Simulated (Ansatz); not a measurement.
Polymorphs of La, each relaxed with PBE in the plane-wave PAW code Ansatz:

A: dhcp (α-La type) (P6_3/mmc)
a = b = 3.764 Å, c = 12.100 Å, α = β = 90.00°, γ = 120.00°

```json
[
 {"atom": "La", "site": "2a", "symmetry": "-3m.", "x": "0.0000", "y": "0.0000", "z": "0.0000"},
 {"atom": "La", "site": "2c", "symmetry": "-6m2", "x": "0.3333", "y": "0.6667", "z": "0.2500"}
]
```

B: diamond (Fd-3m)
a = b = c = 6.678 Å, α = β = γ = 90.00°

```csv
atom,site,symmetry,x,y,z
La,8b,-43m,0.5000,0.5000,0.5000
```

Q: Put the candidates in order of energy per atom at 0 K, lowest first, for PBE.

A: A (+0 meV/atom), B (+1010 meV/atom)

Typed or built starts, not in the databases checked: B. Not the usual ambient phase: B. All cells were relaxed under the symmetry of their starts (and spin orders); stability against distortions was not tested throughout. Scalar-relativistic: spin–orbit coupling is off unless named, which matters more the heavier the elements.

Energies hold the estimated change up to a 700 eV cutoff; steps of a few meV lie near the error of the meshes.

Potentials: the earlier of the program's two PAW sets.
